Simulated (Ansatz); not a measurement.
# SiO2: ¹⁷O NMR of the central transition

Cell: an entry of the Crystallography Open Database (COD) (the cell was measured well above room temperature), its atoms then relaxed with PBE in this cell.

```
Si O
1.0
     4.98770    0.00000    0.00000
     0.00000    4.98770    0.00000
     0.00000    0.00000    6.96970
Si O
4 8
Direct
  0.30337 0.30337 0.00000
  0.19663 0.80337 0.25000
  0.69663 0.69663 0.50000
  0.80337 0.19663 0.75000
  0.23756 0.11287 0.18327
  0.38713 0.73756 0.43327
  0.76244 0.88713 0.68327
  0.61287 0.26244 0.93327
  0.73756 0.38713 0.56673
  0.88713 0.76244 0.31673
  0.26244 0.61287 0.06673
  0.11287 0.23756 0.81673
```

Atom numbers follow the list; atoms alike are taken as one site, whose name carries the number of the first.

The numbers come from a DFT calculation in Ansatz (PBE, plane waves and PAW, scalar-relativistic, 420 eV cutoff, Γ-centred 5×5×4 k-points, Fermi–Dirac smearing 0.02 eV).

¹⁷O has I = 5/2 and Q = -25.58 mb (Pyykkö 2018); at 14.1 T its Larmor frequency is ν₀ = 81.4 MHz. Only the quadrupole interaction is simulated: positions count from each site's isotropic chemical shift, and J coupling is left out, as are shift anisotropy and dipolar coupling, which fast spinning averages.

Problem. Simulate the second-order pattern (fast magic-angle spinning, Gaussian broadening 0.2 kHz) of site O (2 Si at 1.63 Å, angle 144°).

Solution. The calculation gives C_Q = -5.89 MHz and η = 0.18, so ν_Q = 0.883 MHz and the centre of gravity lies at -31.7 ppm (-2.58 kHz).

```csv
offset (kHz),height
-6.730,0
-6.563,0
-6.397,4
-6.230,7
-6.064,7
-5.897,7
-5.731,7
-5.564,7
-5.398,7
-5.231,8
-5.065,8
-4.898,8
-4.732,8
-4.565,9
-4.399,19
-4.232,42
-4.066,54
-3.899,73
-3.732,88
-3.566,70
-3.399,59
-3.233,55
-3.066,52
-2.900,50
-2.733,50
-2.567,50
-2.400,50
-2.234,52
-2.067,54
-1.901,57
-1.734,61
-1.568,70
-1.401,89
-1.234,100
-1.068,79
-0.901,66
-0.735,54
-0.568,19
-0.402,1
-0.235,0
```

At O V_zz runs parallel to the line that joins its two neighbours (within 1°).

The relaxation (6 steps) took 53 s of wall time (53 s of CPU time) and 0.43 GiB at its peak, on 1 thread of Arm Neoverse V2 (aarch64; 8 cores open to the job, memory cap 2.5 GiB, no GPU), a shared host with a load of 0.7 a core.
